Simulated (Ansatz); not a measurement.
Density of states of Bi2Se3

```cif
data_structure
_symmetry_space_group_name_H-M 'P 1'
_symmetry_Int_Tables_number 1
_cell_length_a 9.8405
_cell_length_b 9.8405
_cell_length_c 9.8405
_cell_angle_alpha 24.304
_cell_angle_beta 24.304
_cell_angle_gamma 24.304
_cell_volume 141.89
loop_
_atom_site_label
_atom_site_type_symbol
_atom_site_fract_x
_atom_site_fract_y
_atom_site_fract_z
_atom_site_occupancy
Bi1 Bi 0.40080 0.40080 0.40080 1
Bi2 Bi 0.59920 0.59920 0.59920 1
Se1 Se 0.00000 0.00000 0.00000 1
Se2 Se 0.21170 0.21170 0.21170 1
Se3 Se 0.78830 0.78830 0.78830 1
```

The runs use the primitive cell with vectors (2.071, 1.196, 9.545), (-2.071, 1.196, 9.545), (0.000, -2.392, 9.545) Å, to which the k mesh refers.

The cell is COD entry 9011965, as deposited and not checked against the literature; nothing was relaxed.

No spin–orbit coupling, which matters for the heavy atoms here.

Computed with DFT, PBEsol, all-electron LAPW, scalar-relativistic (Ansatz 0.2.0).

The runs use a Γ-centred 6×6×6 k mesh, Fermi–Dirac smearing of 0.03 eV, basis error target 0.5 meV/atom, no spin polarisation.

States per eV and cell, averaged over 0.6 eV, from -5.7 to 3.7 eV, with energies (bin centres) from the valence-band top; empty bins are left out. The partial columns, the largest 4 alone, are projections on Löwdin-orthogonalised atomic shells (those that the program's projection atoms carry: the occupied ones and, for some elements, an empty d or f shell; other empty shells have no column), summed over atoms of an element. Weights on diffuse s and p shells depend on that basis and aren't pure angular character.

```csv
E (eV),total,Se 4p,Bi 6p,Se 4s,Bi 6s
-5.5,0.12,0.06,0.05,0.00,0.00
-4.9,1.93,1.06,0.81,0.03,0.01
-4.3,2.74,1.62,1.03,0.05,0.03
-3.7,4.15,2.59,1.41,0.08,0.04
-3.1,4.32,2.77,1.36,0.11,0.05
-2.5,5.00,3.38,1.38,0.11,0.07
-1.9,2.71,2.14,0.44,0.04,0.06
-1.3,5.05,4.43,0.33,0.05,0.17
-0.7,3.78,3.08,0.23,0.04,0.36
-0.1,0.19,0.14,0.02,0.01,0.02
0.5,0.10,0.03,0.06,0.01,0.00
1.1,1.36,0.37,0.80,0.11,0.02
1.7,3.85,1.19,2.29,0.18,0.02
2.3,4.31,1.47,2.47,0.11,0.03
2.9,3.01,1.08,1.65,0.04,0.02
3.5,3.48,1.32,1.88,0.03,0.01
```

(1) Which of the resolved shells contributes most in the top eV of the valence band?

Answers

(1) Se 4p, with 81 % of all states there; Bi 6s follows with 10 %.
